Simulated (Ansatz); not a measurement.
**CuPd squeezed and stretched**

A database entry relaxed whole under r2SCAN (Pm-3m):

```yaml
crystal:
  lattice:
    - [2.98231, 0.00000, 0.00000]
    - [0.00000, 2.98231, 0.00000]
    - [0.00000, 0.00000, 2.98231]
  atoms:
    - { symbol: Cu, position: [0.00000, 0.00000, 0.00000] }
    - { symbol: Pd, position: [0.50000, 0.50000, 0.50000] }
```

The cell was scaled uniformly, its shape held, and the atoms relaxed at each volume with plane-wave PAW DFT (Ansatz 0.2.0; r2SCAN, 500 eV, 11×11×11 Γ-centred mesh, fermi-dirac occupations of width 0.100 eV; no spin, no spin-orbit coupling). One row is withheld.

```csv
volume (Å³/atom),energy over the lowest (meV/atom),pressure (GPa)
12.467,29.1,12.54
12.732,12.4,7.82
12.997,?,?
13.263,0.0,-0.01
13.528,2.8,-3.25
13.793,10.6,-6.10
14.058,22.8,-8.62
```

Problem. Fit the pressures of the other rows to the third-order Birch-Murnaghan form.

Solution. With f = [(V₀/V)^(2/3) − 1]/2 and P = 3B₀f(1 + 2f)^(5/2)[1 + 3(B₀′ − 4)f/2], least squares gives V₀ = 13.26 Å³ an atom, B₀ = 172 GPa and B₀′ = 5.3; the rows miss the fit by less than 0.01 GPa. The slope of the energies differs from these pressures by less than 0.05 GPa.

Problem. What does the withheld row hold?

Solution. The fit gives 3.66 GPa at 12.997 Å³; the run gave 3.66 GPa and 2.9 meV an atom.

Caveats: the shape of the cell was held; 0 K, fixed nuclei; the symmetry was kept, and this need not be the phase that is stable at 0 K; one mesh for all volumes; pressure is positive in compression.
